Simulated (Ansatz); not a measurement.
Level of theory: DFT PBE, scalar-relativistic, plane waves, PAW (Ansatz 0.2.0). Cutoff 420 eV, Γ-centred meshes of about 0.25 Å⁻¹ or finer for metals and 0.3 Å⁻¹ for insulators (2π included), Gaussian smearing. No spin polarisation.

All energies are static (0 K, no zero-point motion).

Compare these two cells of Ti2RuC3, each relaxed at this level.

1.

```
CELL_PARAMETERS angstrom
3.80786 -1.49676 0.00000
3.80786 1.49676 0.00000
-2.48979 0.00000 5.27601
ATOMIC_POSITIONS crystal
Ti 0.43614 0.43614 0.19795
Ti 0.61609 0.61609 0.79874
Ru 0.80256 0.80256 0.50026
C 0.08345 0.08345 0.50856
C 0.13110 0.13110 0.08505
C 0.93067 0.93067 0.90943
```

2.

```
CELL_PARAMETERS angstrom
3.10830 0.00000 0.00000
-1.55415 2.69187 0.00000
0.00000 0.00000 7.21988
ATOMIC_POSITIONS crystal
Ti 0.33333 0.66667 0.67332
Ti 0.66667 0.33333 0.32668
Ru 0.00000 0.00000 0.00000
C 0.00000 0.00000 0.50000
C 0.33333 0.66667 0.15981
C 0.66667 0.33333 0.84019
```

Question: Which form is favoured at zero pressure, and by what margin per atom?

Answer: Cell 2 is lower, by 115 meV/atom. Cell 1 has space group Cm (No. 8), 10.0 Å³/atom and no gap on its mesh; cell 2 has Ti and Ru ordered on rock salt sites, space group P-3m1 (No. 164), 10.1 Å³/atom and no gap. Counting C atoms around Ru and Ti (those within 1.25 times the shortest such distance or 1.15 times the sum of covalent radii), cell 1 has Ti 7, Ru 4 and cell 2 has Ti 6, Ru 6. Cell 1 holds C–C pairs (shortest 1.43 Å); in cell 2 the shortest C–C distance is 2.92 Å. Both come from trial cells of a structure search, whose lowest cell (P2_1/m, 10.1 Å³/atom) lies 17 meV/atom below the lower of the two.

Trial moments fell under 0.15 μB along the way in Cm and P-3m1; another start might hold them. With atoms moved at random, cell 2 (by 17 meV/atom) fell into a lower structure. Cell 1 had no clear such test and can be a saddle point. Some types were kept out of the candidates beforehand, so the set may lack a known form.
